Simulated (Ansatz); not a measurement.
ZrCu5 in space group F-43m (No. 216; Zr on 4a, Cu on 4d, Cu on 16e), the program Ansatz at the PBE level (PAW), all energies at zero smearing, with the estimated change up to a 700 eV cutoff added, with one set of potentials and settings (totals compare only within such a set). Cell of 6 atoms (1 Zr, 5 Cu): -37310.524 eV.

| element | reference phase | E (eV/atom) |
|---|---|---|
| Zr | P6_3/mmc, 2 atoms in the cell | -4183.8362 |
| Cu | Fm-3m, 1 atoms in the cell | -6625.1757 |

Formation energy per atom, worked out: (-37310.524 − 1×(-4183.8362) − 5×(-6625.1757))/6 = -0.135 eV/atom (-13 kJ per mol of atoms), at 0 K, without zero-point energy or fitted corrections.

The workflow started from a Materials Project entry (that database holds measured and hypothetical structures alike); the Crystallography Open Database files this formula in space group No. 216, but the cells were not matched. Its standing as an ambient phase is unchecked. Symmetry was held in the PBE relaxation; whether a distortion lowers the energy is not shown. No spin polarisation was allowed. The references are the lowest solids computed at this level, not always the standard phases.

Potentials: the later of the program's two PAW sets.
